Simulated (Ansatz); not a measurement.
Ni (fcc (Cu type), space group No. 225) under volume change, DFT-PBEsol in the program Ansatz with PAW potentials, scaled uniformly.

```
V (Å³/atom)  E − E(relaxed) (meV/atom)  P (GPa)
-----------  -------------------------  -------
9.449                             72.9    27.41
9.761                             30.4    16.63
10.072                             7.2     7.59
10.384                             0.0     0.00
10.695                             6.4    -6.37
11.007                            24.1   -11.71
11.318                            51.3   -16.17
```

**Question.** What does a third-order Birch–Murnaghan fit give for V₀, B₀ and B′?

**Answer.** V₀ = 10.38 Å³/atom, B₀ = 231 GPa, B′ = 4.8.

Space group Fm-3m (fcc (Cu type)). Symmetry was held in the PBEsol relaxation. The final state is ferromagnetic, chosen from 3 collinear starts compared on coarse meshes (ties went to the first, and starts can fall back to one state), not a proven ground state. Textbook magnetic order: ferromagnetic.

Potentials: the later of the program's two PAW sets.
